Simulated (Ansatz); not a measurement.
An Ansatz (a quantum-chemistry and plane-wave program) run. Input:

Ansatz 0.2 input:
```yaml
crystal:
  lattice:
    - [0.0, 2.3203300325, 2.3203300325]
    - [2.3203300325, 0.0, 2.3203300325]
    - [2.3203300325, 2.3203300325, 0.0]
  atoms:
    - { symbol: C, position: [0.0, 0.0, 0.0] }
    - { symbol: Hf, position: [0.5, 0.5, 0.5] }
kpoints:
  mp_grid: { grid: [15, 15, 15] }
hamiltonian:
  xc: r2scan
  pseudopotentials: { kind: paw }
scf:
  occupations: { method: gaussian, width: 0.05 }
checkpoint: { read: metal.run }
output: { write_density: true, elf: true, volumetric_format: npy }
```

Output (shortened):

```
Pseudopotential: C, paw, valence charge 4
Pseudopotential: Hf, paw, valence charge 26
Functional definition: r2SCAN
Crystal: 2 atoms, lattice volume = 24.985 Å³
Basis set: ecut = 500 eV, 609 PW (Γ), exchange–correlation on 96×96×96 points (64 copies of the dense FFT grid, shifted against one another)
Bands: 23, of which v1, the nominal top of the filled ones, is band 15 counted from 1 (14 counted from 0)
Symmetry: 48 space group operations
Space group: Fm-3m (ITA 225), of the structure as read, at distance tolerance 2.9e-5 Å
k-points: 120 of 3375
Stability of the state it starts from, as read at its close in the unpolarized treatment …
iter 1 solved again at ethr=5.57e-9 eV; its pass at ethr=3.10e-3 eV (dr2=1.67e-6 eV) is discarded
SCF iter   1: F=—  HF=-15986.900263 eV  |F-HF|=—  |Δ(HF+E_count)|=         —  Δρ=1.83e-7  dr2=3.02e-12  dr2_τ=7.22e-13  ethr=5.57e-9  ⟨swp⟩=3.2  Hψ=19286  notcnv=0
preconditioner: auto → Kerker (q_TF=auto, 2.813 Å⁻¹)
SCF iter   2: F=-15986.900263 eV  HF=-15986.900263 eV  |F-HF|=7.28e-12  |Δ(HF+E_count)|=   1.77e-9  Δρ=2.26e-7  dr2=1.04e-11  dr2_τ=2.83e-12  ethr=1.00e-12  ⟨swp⟩=5.8  Hψ=9773  notcnv=0
SCF 1 converged in 2 iterations: F = -15986.900263 eV  dr2 = 1.04e-11
SCF converged after 2 iterations
Free energy (F): -15986.900263 eV
Harris-Foulkes:  -15986.900263 eV  (|F-HF|=7.28e-12)
Internal energy: -15986.899583 eV  (E = F + TS)
E sigma→0 (E₀):  -15986.899923 eV
Entropy (-TS):   -0.000680 eV (-0.340 meV/atom)
Fermi energy:    20.209821 eV
--- Per-component energies (eV) ---
  E_band       = 98.201354
  E_kinetic    = 512.505551
  E_local      = -4973.641744  (includes V_loc(G=0)·N_el)
  E_nonlocal   = -1221.564789
  E_hartree    = 2354.429104
  E_xc         = -331.928583
  E_vxc        = -359.879864  (∫ρ·V_xc dr)
  E_paw        = -7052.962040  (= ΣΔE_a)
  E_vpaw       = 1414.299953  (= ΣTr[D̂ρ^β])
  E_aug_tail   = 0.000003  (compensation charges beyond the density's cutoff)
  E_vtau       = 17.623810  (kinetic-family band-sum trace: ∫τ·v_τ [+ j·A + Jᵃ·Aᵃ] dr)
  E_ewald      = -5274.033833
  E_core_change = 0.296748  (= ΣΔE_core)
  E_smearing   = -0.000680  (= −TS)
  E_closure    = 0.000000  (closes the sum)
  Σ components = -15986.900263   (vs F -15986.900263, Δ=0.00e0)
  [band-id]    e_kinetic+e_local+e_nonlocal+2·e_hartree+e_vxc+e_vpaw+e_augmentation_tail+e_vtau = 98.201127   (vs E_band 98.201354, Δ=-2.27e-4)
--- Band table (eV; the first three rows and the last of 120) ---
  k-point 0: bands = ["-42.7013", "-10.4837", "-10.4837", "-10.4837", "7.1260", "8.8753", "8.8753", "8.8753", "8.8772", "8.9665", "8.9665", "8.9665", "21.2656", "21.2656", "21.2656", "21.8094", "21.8094", "21.8094", "23.7487", "23.7487", "27.6872", "31.8934", "45.2299"]
  k-point 1: bands = ["-42.6994", "-10.5165", "-10.4867", "-10.4867", "7.2382", "8.8773", "8.8781", "8.8781", "8.8792", "8.9640", "8.9640", "8.9666", "20.4554", "20.6819", "20.6819", "22.0445", "22.0445", "22.3339", "24.3371", "24.3371", "27.9540", "32.2112", "43.8249"]
  k-point 2: bands = ["-42.6940", "-10.6080", "-10.4950", "-10.4950", "7.5605", "8.8827", "8.8864", "8.8864", "8.8895", "8.9569", "8.9569", "8.9669", "19.2601", "19.7680", "19.7680", "22.4343", "22.4343", "22.8068", "25.5680", "25.5680", "28.6363", "33.0810", "41.6769"]
  k-point 119: bands = ["-42.6430", "-10.9280", "-10.9022", "-10.7270", "8.7998", "8.9041", "8.9129", "8.9150", "8.9348", "8.9396", "8.9398", "9.9142", "16.8520", "17.3304", "17.5466", "23.7976", "24.5308", "27.2795", "27.8584", "28.8254", "34.3220", "34.9806", "35.3807"]
```

Cost: around 4 core-seconds (rough) on shared cores.

The cell was relaxed with r²SCAN under the symmetry of its start. The run is not spin-polarised. Scalar-relativistic: spin–orbit coupling is off unless named, which matters more the heavier the elements.

Potentials: the later of the program's two PAW sets.

Ansatz is a plane-wave DFT program.
